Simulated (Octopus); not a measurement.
# CSi (P63mc, No. 186): band energies at special points

CSi (P63mc, No. 186):
```
CSi
1.0
    3.07662     0.00000     0.00000
   -1.53831     2.66443     0.00000
    0.00000     0.00000    15.09808
Si C
6 6
Cartesian
  0.00000   1.77629  12.57655
  1.53831   0.88814   5.02751
  1.53831   0.88814  10.06287
  0.00000   1.77629   2.51383
  0.00000   0.00000   7.54496
  0.00000   0.00000  15.09400
  0.00000   0.00000  13.20131
  0.00000   0.00000   5.65227
  0.00000   1.77629  10.68944
  1.53831   0.88814   3.14040
  1.53831   0.88814   8.17591
  0.00000   1.77629   0.62687
```
The cell is a database entry, not relaxed again.

Computed with Octopus (real-space grid): LDA, grid spacing about 0.18 Å, Γ-centred 12×12×2 k-mesh, no spin polarisation, Troullier-Martins for Si C.

Energies in eV against the valence band top; 48 electrons a cell outside the pseudopotentials' cores.

```
k-point (reduced)        band 20  band 21  band 22  band 23  band 24  band 25  band 26  band 27
-----------------------  -------  -------  -------  -------  -------  -------  -------  -------
Γ (0.000, 0.000, 0.000)    -0.30    -0.30    -0.04     0.00     0.00     5.27     5.44     5.85
M (0.500, 0.000, 0.000)    -2.24    -1.81    -1.78    -1.65    -1.10     2.07     2.25     3.24
K (0.333, 0.333, 0.000)    -3.35    -3.15    -2.21    -2.07    -2.07     3.49     3.49     3.80
A (0.000, 0.000, 0.500)    -0.63    -0.10    -0.10    -0.10    -0.10     5.34     5.34     6.08
L (0.500, 0.000, 0.500)    -2.35    -1.71    -1.71    -1.30    -1.30     2.11     2.11     3.46
H (0.333, 0.333, 0.500)    -3.04    -2.63    -2.63    -2.26    -2.26     3.66     3.66     4.36
```
